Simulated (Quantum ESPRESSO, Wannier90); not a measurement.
**Tight-binding from DFT: ZrO2 (fluorite)**

Materials Project entry mp-1565; symmetrised, unrelaxed at this level. COD (Crystallography Open Database) records the formula in this space group. Ideal cubic forms of this type are often high-temperature phases that distort on cooling; symmetry holds the cell here, and its stability was not tested. Method: PBEsol plane waves in Quantum ESPRESSO 7.5 (PseudoDojo norm-conserving files, 68 Ry, no spin polarisation, no spin-orbit coupling), Bloch states on a 10×10×10 mesh through Γ, Wannier90 4.0.1. Density: 10×10×10 mesh, cold smearing 0.01 Ry.

```
begin unit_cell_cart
ang
    0.0000000000    2.5450750000    2.5450750000
    2.5450750000    0.0000000000    2.5450750000
    2.5450750000    2.5450750000    0.0000000000
end unit_cell_cart
mp_grid = 10 10 10
```

Neighbour vectors b of the finite-difference formula (Å⁻¹), by shell:

| shell | b_x | b_y | b_z |
|---|---|---|---|
| 1 | 0.12344 | 0.12344 | -0.12344 |
| 1 | 0.12344 | -0.12344 | 0.12344 |
| 1 | -0.12344 | 0.12344 | 0.12344 |
| 1 | 0.12344 | 0.12344 | 0.12344 |
| 1 | -0.12344 | -0.12344 | 0.12344 |
| 1 | -0.12344 | 0.12344 | -0.12344 |
| 1 | 0.12344 | -0.12344 | -0.12344 |
| 1 | -0.12344 | -0.12344 | -0.12344 |

Question: Find the weights w_b from the completeness condition Σ_b w_b b_α b_β = δ_αβ.

Answer: Shell 1: Σ b_x² = 0.122, Σ b_y² = 0.122, Σ b_z² = 0.122 Å⁻²
Each of the three diagonal sums, weighted, has to give 1 and the off-diagonal ones 0, which holds for w_1 = 8.20 Å². Check on xx: 8.20×0.122 = 1.00.

On this mesh the 8 functions of bands 5-12 (valence bands; start: s functions at the bond centres, conv_tol = 1.0e-6) end with spreads 0.9756, 0.9756, 0.9756, 0.9756, 0.9756, 0.9756, 0.9756, 0.9756 Å², Ω_I = 7.0001 Å² and Ω_D = 0.0016 Å².

Ω_total is the sum of the spreads, 7.805 Å². Ω_OD = Ω_total − Ω_I − Ω_D = 0.803 Å². Only (Ω_D + Ω_OD)/Ω_total = 10.3 % depends on the gauge, and another start could lower the total by that share at most. The rms radius is √(Ω_total/8) = 0.99 Å.
